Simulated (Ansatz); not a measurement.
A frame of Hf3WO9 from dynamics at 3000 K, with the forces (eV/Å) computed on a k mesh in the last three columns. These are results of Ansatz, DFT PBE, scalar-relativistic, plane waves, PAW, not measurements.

Plane waves to 420 eV, a k mesh through Γ of 3×3×3 on the computed 26-atom cell and Fermi–Dirac smearing (0.26 eV); no spin polarisation.

```xyz
26
Lattice="7.035 0.013 -0.029 0.013 7.079 -0.127 -0.029 -0.127 7.170" Properties=species:S:1:pos:R:3:forces:R:3 pbc="T T T"
W     1.165    0.609    6.874    0.610   -1.690    1.430
W     3.596    5.751    5.038   -1.100    0.960   -1.110
O     4.795    1.098    1.559    0.000    0.690   -0.560
O     4.690    2.748    6.568    1.760    0.350   -1.680
O     6.700    4.342   -0.098    3.620    0.240   -2.740
O     5.186    5.639    5.702    1.120   -0.440   -0.190
O     6.475    1.230    5.624    2.230    0.490    1.620
O     2.552    1.887    6.537   -2.620   -1.120    0.500
O     2.378    6.418    0.653   -1.990   -0.140   -2.190
O     6.484    5.748    3.204    1.580   -0.270    0.960
O     1.361    2.811    1.147   -0.240    1.770   -1.310
O     3.518    6.962    3.742    1.060   -0.280    0.220
O     1.186    6.435    5.221    0.490    1.780    3.860
O     7.017    0.603    1.112    2.270   -1.150   -1.020
O     6.409    2.417    3.570    0.930   -0.650   -1.910
O     0.947    5.557    3.321   -1.920   -0.340   -2.370
O     2.004    1.776    3.096   -1.360   -2.290    1.720
O     3.886    2.882    3.794    1.520    2.590   -1.850
O     4.937    3.997    1.487   -1.540   -2.400    1.120
O     2.484    4.319    5.285   -1.320   -1.410    1.820
Hf    3.867    1.667    5.124    1.010   -2.250   -1.080
Hf    1.691    4.609   -0.033   -1.470   -0.260    1.630
Hf    6.269    2.485    0.812   -1.470    2.260    1.680
Hf    0.462    0.604    3.824    0.730   -0.150   -2.530
Hf    3.542    2.463    1.594   -1.560    1.150    3.200
Hf    6.259    3.668    4.930   -2.350    2.550    0.780
```

Static pressure 2.0 GPa (no kinetic part), a gap on the mesh of 0.37 eV.

Counting as bonded all pairs within 1.2 times the summed covalent radii, but none from a metal cation to another cation:

```
atom → neighbour mean count mean length (Å) spread (Å)
          Hf → O        6.83             2.29        0.29
          O → Hf        2.28             2.29        0.29
           O → O        0.11             1.51        0.00
           O → W        0.56             2.05        0.27
           W → O        5.00             2.05        0.27
```

Angles between all pairs of such bonds at an atom (mean ± spread): 100 ± 31° at Hf, 106 ± 24° at O, 105 ± 28° at W.

Spin-orbit coupling is left out, which matters for the bands of heavy elements. An odd mesh misses points on the zone edge, so a gap read on it can be too wide.

Cost: 1 run of about 2.6 core-minutes, on Intel Xeon Platinum 8259CL (Skylake/Cascade Lake) (shared hosts).